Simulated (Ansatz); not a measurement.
The relaxed structure here is a generated cell of WS2: the first start was made by placing the elements on the sites of a structure type, and the end was not matched to a known phase here, so it may be hypothetical. Known forms of WS2 include space group No. 194.

The end point of a relaxation of WS2. Level of theory: PBE (plane waves to 420 eV, PAW, scalar-relativistic; Ansatz, a program for electronic structure).

```xyz
9
Lattice="6.3247 0.0000 0.0000 -3.1623 5.4773 0.0000 0.0000 0.0000 4.3840" Properties=species:S:1:pos:R:3 pbc="T T T"
S      1.7433     0.0000     0.0000
S     -0.8717     1.5098     0.0000
S      2.2907     3.9675     0.0000
S      3.9513     0.0000     2.1920
S     -1.9756     3.4219     2.1920
S      1.1867     2.0554     2.1920
W      0.0000     0.0000     2.1920
W      0.0000     3.6515     3.4199
W      3.1623     1.8258     0.9641
```

Question: Determine the symmetry and give the standard cell with its independent sites.

Answer: Space group P321 (No. 150); a = b = 6.325 Å, c = 4.384 Å, α = β = 90.00°, γ = 120.00°

| atom | site | symmetry | x | y | z |
|---|---|---|---|---|---|
| S | 3e | .2. | 0.0000 | 0.2756 | 0.0000 |
| S | 3f | .2. | 0.3753 | 0.3753 | 0.5000 |
| W | 1b | 32. | 0.0000 | 0.0000 | 0.5000 |
| W | 2d | 3.. | 0.6667 | 0.3333 | 0.2199 |

This is the AFLOW prototype A2B_hP9_150_ef_bd (C22, as in Fe2P).

Question: Give the shortest distances between elements (the closest pairs, up to four, under 3.6 Å).

Answer: S–W 2.34 Å; S–S 3.02 Å.

```json
{
  "volume_per_atom": "16.87 Å³",
  "band_gap": "no gap (metallic)"
}
```

No spin polarisation in the result.

The run could not lower the symmetry of its start; a shaken copy of this end point relaxes with PBE to C2/m (No. 12), 0.43 eV/atom lower.
